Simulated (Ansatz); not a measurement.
This Ga₃As₂P structure is the end of a relaxation. The cell was found from a structure generator's guess, not taken from experiment.

Method: DFT PBE, scalar-relativistic, plane waves, PAW (Ansatz). Cutoff 420 eV, Γ-centred mesh, Gaussian smearing, no spin polarisation.

```yaml
crystal:
  lattice:
    - [-2.00161, 2.00161, 8.50414]
    - [2.00161, -2.00161, 8.50414]
    - [2.00161, 2.00161, -8.50414]
  atoms:
    - { symbol: Ga, position: [0.82928, 0.82928, 0.00000] }
    - { symbol: Ga, position: [0.50000, 0.50000, 0.00000] }
    - { symbol: Ga, position: [0.17072, 0.17072, 0.00000] }
    - { symbol: P, position: [0.25000, 0.75000, 0.50000] }
    - { symbol: As, position: [0.58532, 0.08532, 0.50000] }
    - { symbol: As, position: [0.91468, 0.41468, 0.50000] }
```

The zero of energy is the elements' standard structures at the same level; no fitted shifts are applied. The references include black phosphorus.

Question: Find its symmetry and describe it.

Answer: I-4m2 (No. 119), with P and As ordered on zinc blende sites. Conventional cell: a = 4.003 Å, c = 17.008 Å. Around Ga on a site of symmetry 2mm lie 2 P at 2.41 Å and 2 As at 2.47 Å; Ga on a site of symmetry -4m2 is surrounded by 4 As at 2.47 Å; around P lie 4 Ga at 2.41 Å; As is surrounded by 4 Ga at 2.47 Å.

Question: What is its formation energy per atom?

Answer: −0.371 eV/atom. It lies below the elements, which doesn't yet make it stable against other compounds or structures.

Question: Is it a metal?

Answer: No, the gap on the 12×12×12 mesh is 0.58 eV.

The last run used a 12×12×12 mesh for its 6-atom cell and Gaussian smearing of 0.02 eV. Kohn–Sham gaps at this level usually fall short of measured ones. The reference forms of As and P are held partly by dispersion forces, which this level lacks. Symmetry constrained the relaxation, so the result can be a saddle point.
